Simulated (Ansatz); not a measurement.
Take a crystal in which Ba has been replaced by Be on all its sites, with the cell rescaled by a rough guess (in some cases also distorted within its space group) and nothing relaxed:

```
Be
1.0
    -2.81402    2.81402    2.61347
     2.81402   -2.81402    2.61347
     2.81402    2.81402   -2.61347
Be
4
Cartesian
  1.0235 1.7905 2.6135
  1.7905 1.0235 0.0000
  1.7905 -1.0235 2.6135
  1.0235 3.8375 0.0000
```

Computed with Ansatz, DFT PBEsol, scalar-relativistic, plane waves, PAW.

Cutoff 420 eV; k points 12×12×12 on the computed 4-atom cell (Γ-centred); Gaussian smearing, width 0.10 eV; no spin polarisation.

Question: Will this cell want to expand or contract, and how hard?

Answer: The pressure is -20.0 GPa (positive in compression), so the cell would contract.

Question: Is it a metal on this mesh?

Answer: Yes, a band crosses the Fermi level.

This form isn't the element's structure at ambient conditions.